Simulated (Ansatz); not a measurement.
**Does this entry for MgAlH5 lie near equilibrium?**

The cell is a Materials Project structure (computed, not necessarily an observed phase), atoms as given.

```cif
data_MgAlH5
_symmetry_space_group_name_H-M 'C222_1'
_symmetry_Int_Tables_number 20
_cell_length_a 4.5077
_cell_length_b 13.0120
_cell_length_c 4.2732
_cell_angle_alpha 90.000
_cell_angle_beta 90.000
_cell_angle_gamma 90.000
loop_
_atom_site_label
_atom_site_type_symbol
_atom_site_symmetry_multiplicity
_atom_site_Wyckoff_symbol
_atom_site_fract_x
_atom_site_fract_y
_atom_site_fract_z
Mg Mg 4 b 0.5000 0.8207 0.2500
Al Al 4 b 0.5000 0.4091 0.7500
H5 H 8 c 0.3091 0.0921 0.0296
H9 H 8 c 0.6555 0.6947 0.4705
H13 H 4 a 0.1644 0.0000 0.5000
```

One atom of each set is listed; the run and its k-mesh use a cell of 14 atoms with edges of 6.89, 6.89, 4.27 Å.

The numbers come from a DFT calculation in Ansatz (PBE, plane waves and PAW (field gradients read without the response of the frozen cores, which leaves them typically 4 to 6 % off), scalar-relativistic, 420 eV cutoff, Γ-centred 7×7×7 k-points, Fermi–Dirac smearing 0.02 eV).

**Question.** Do the atoms and the cell lie near the calculated equilibrium?

**Answer.** Yes. The largest force is 0.045 eV/Å, on atom 13 (H: 2 Al at 1.76 Å, angle 130°; also 2 Mg at 2.98 Å), and the pressure is 0.4 GPa.
